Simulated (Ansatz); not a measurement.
# Two inputs for CsPb2Br5

Cell: a Materials Project structure (computed, not necessarily an observed phase), atoms as given.

Space group I4/mcm (No. 140); a = 8.5372, c = 15.5859 Å.

```csv
site,Wyckoff,site symmetry,x,y,z
Cs,4a,422,0.0000,0.0000,0.7500
Pb,8h,m.2m,0.3326,0.1674,0.5000
Br7,4c,4/m..,0.0000,0.0000,0.5000
Br9,16l,..m,0.1538,0.3462,0.3736
```

One atom of each set is listed; the run and its k-mesh use a cell of 16 atoms with edges of 9.86, 9.86, 9.86 Å.

Reference run. The numbers come from a DFT calculation in Ansatz (PBE, plane waves and PAW (field gradients read without the response of the frozen cores, which leaves them typically 4 to 6 % off), scalar-relativistic, 420 eV cutoff, Γ-centred 5×5×5 k-points, Fermi–Dirac smearing 0.02 eV).

(1) The input is changed as follows: `scf.mixing.preconditioner`: not typed → kerker; `total_charge`: not typed → 1. What happens to V_zz (10²¹ V/m²) and η?

## Answers

(1) 

| site | V_zz reference | η reference | V_zz changed | η changed |
| --- | --- | --- | --- | --- |
| Cs | -0.37 | 0.00 | -0.66 | 0.00 |
| Pb | 14.74 | 0.69 | 12.93 | 0.68 |
| Br7 | -17.52 | 0.00 | -18.85 | 0.00 |
| Br9 | 9.20 | 0.49 | 13.10 | 0.70 |

The largest change of V_zz is on Br9, from 9.20 to 13.10. In per cent, |V_zz| changes by -12 on Pb, +8 to +42 on Br (all sites that start above 2). Where |V_zz| stays above 0.1, η moves most on Br9, from 0.49 to 0.70. The changed cell holds a charge of +1 on a uniform background, so it isn't the neutral crystal. It has an odd number of electrons and no spin polarisation, so the extra carrier is shared by both spins and spread out, where a real one carries spin and can localise. The gap no longer holds the Fermi energy in the changed run, so its gradients also hang on the k-mesh and the smearing. SCF iterations: 6 and 10.

On the reference run: Spin–orbit coupling is left out, which shifts gradients on Pb by a few per cent, and by more where contributions nearly cancel.
